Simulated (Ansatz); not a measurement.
Ga:
Space group Cmce (No. 64); a = 4.4247 Å, b = 7.4924 Å, c = 4.4334 Å, α = β = γ = 90.00°

```tsv
atom	site	symmetry	x	y	z
Ga	8f	m..	0.0000	0.3441	0.4153
```
(The calculation used a cell of 4 atoms; values per cell refer to that cell.)

Relaxed with LDA.

Question: Decompose the optical modes at the zone centre into irreducible representations, and say which are infrared and Raman allowed.

Answer: Point group mmm: Γ_opt = 2Ag + Au + B1g + B1u + B2g + B2u + 2B3g. Infrared: B1u, B2u. Raman: Ag, B1g, B2g, B3g.

Question: Assign frequencies (DFPT, the program Ansatz at the LDA level (PAW)).

Answer: B1g 60, Ag 97, B1u 100, Au 114, B3g 158, B2u 189, B2g 193, B3g 217, Ag 242 cm⁻¹.

Subscripts of B labels follow the axes of the standard setting.

The cell was relaxed with LDA under the symmetry of its start. As this level gives no gap, phonon frequencies hold no LO–TO term and depend on the k-mesh and smearing (Fermi–Dirac, 0.1 eV here). Axis ratios of metals converge slowly with the k-mesh, so a and c are less sure than the volume.

Potentials: the earlier of the program's two PAW sets. The files were generated under PBE; for other functionals the program regenerates the frozen cores, and for LDA and PBEsol the local potential too.
